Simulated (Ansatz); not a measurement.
Property card for CsSnI3

CsSnI$_{3}$:
```xyz
10
Lattice="8.6896 0.0000 0.0000 0.0000 8.6896 0.0000 0.0000 0.0000 6.2861" Properties=species:S:1:pos:R:3 pbc="T T T"
Cs     0.0000     4.3448     0.0000
Cs     4.3448     0.0000     0.0000
Sn     4.3448     4.3448     3.1431
Sn     0.0000     0.0000     3.1431
I      6.9496     6.0847     3.1431
I      1.7399     2.6049     3.1431
I      2.6049     6.9496     3.1431
I      6.0847     1.7399     3.1431
I      4.3448     4.3448     0.0000
I      0.0000     0.0000     0.0000
```

Space group P4/mbm (No. 127); conventional cell a = b = 8.690 Å, c = 6.286 Å, α = β = γ = 90.00°.

Method: plane-wave PAW r²SCAN (Ansatz code). Geometry: relaxed at this level of theory. Other levels are named where they apply.

### Cell and energy

* **Volume per atom**: 47.47 Å³
* **Density**: 4.42 g/cm³
* **Formation energy from the elements (no fitted shifts)**: -1.06 eV/atom

### Electronic structure

- Band gap: 0.61 eV (direct)
- Valence-band maximum: at Z
- Conduction-band minimum: at Z
- Electron effective mass: 0.041, 0.86, 0.86 mₑ (principal values)
- Hole effective mass: 0.058, 0.085, 0.085 mₑ (principal values)
- HSE06 gap on the r²SCAN cell: 0.80 eV
- Gap with spin–orbit coupling: 0.35 eV

### Mechanics

- Bulk modulus (Birch–Murnaghan fit) = 16.9 GPa
- Pressure derivative B′ = 4.7

### Charges

- Bader charges: Cs +0.87, Sn +0.97, I -0.62 to -0.61 e

The workflow started from a Materials Project entry (that database holds measured and hypothetical structures alike); the Crystallography Open Database files this formula in space group No. 127, but the cells were not matched. It is not the phase usual at ambient conditions (space group No. 62). The cell was relaxed with r²SCAN under the symmetry of its start; whether a distortion lowers the energy is not shown. The references are the lowest solids computed at this level, not always the standard phases. Spin–orbit coupling is left out wherever it is not named.

Potentials: the later of the program's two PAW sets.
